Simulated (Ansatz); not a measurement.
A distorted cell of WSe₂ (2H-MoS2 type, space group P6_3/mmc):

```
WSe2
1.0
    3.29989     0.00000     0.00000
   -1.64994     2.85779     0.00000
    0.00000     0.00000    13.15129
W Se
2 4
Direct
  0.26438   0.61619   0.25000
  0.66667   0.33333   0.75000
  0.33333   0.66667   0.62336
  0.66667   0.33333   0.12336
  0.66667   0.33333   0.37664
  0.33333   0.66667   0.87664
```

Level of theory: r2SCAN+rVV10 (plane waves to 500 eV, PAW, scalar-relativistic; Ansatz, an electronic-structure program). k mesh 9×9×2 (Γ-centred), Fermi-Dirac smearing 0.05 eV. The energy includes the smearing's −TS. Compression counts positive. As the smearing reaches across the gap at some points, energies and forces of such displacements shift with the k mesh and the smearing. Spin-orbit coupling is left out, though W is heavy. WSe2 is run without spin polarisation. WSe2 was relaxed with its symmetry unable to fall.

### Question
Predict the force on every atom, in eV/Å.

### Answer
| atom | Fx | Fy | Fz |
|---|---|---|---|
| W1 | 2.913 | 2.696 | 0.000 |
| W2 | -0.004 | -0.005 | 0.000 |
| Se3 | -0.007 | -0.006 | -0.001 |
| Se4 | -1.448 | -1.340 | -0.503 |
| Se5 | -1.448 | -1.340 | 0.503 |
| Se6 | -0.007 | -0.006 | 0.001 |

### Question
What is the stress tensor (GPa)?

### Answer
```
    2.1      1.3      0.0
    1.3     -0.6      0.0
    0.0      0.0      2.2
```
The pressure, a third of the trace, is 1.2 GPa.

### Question
In it atom 1 sits (-0.144, -0.144, 0.000) Å away from its relaxed site. What is its energy relative to the relaxed cell?

### Answer
405 meV/cell.

(For displaced atoms, the force is minus the slope of the energy, and its curvature is a force constant, which sets phonon frequencies.)
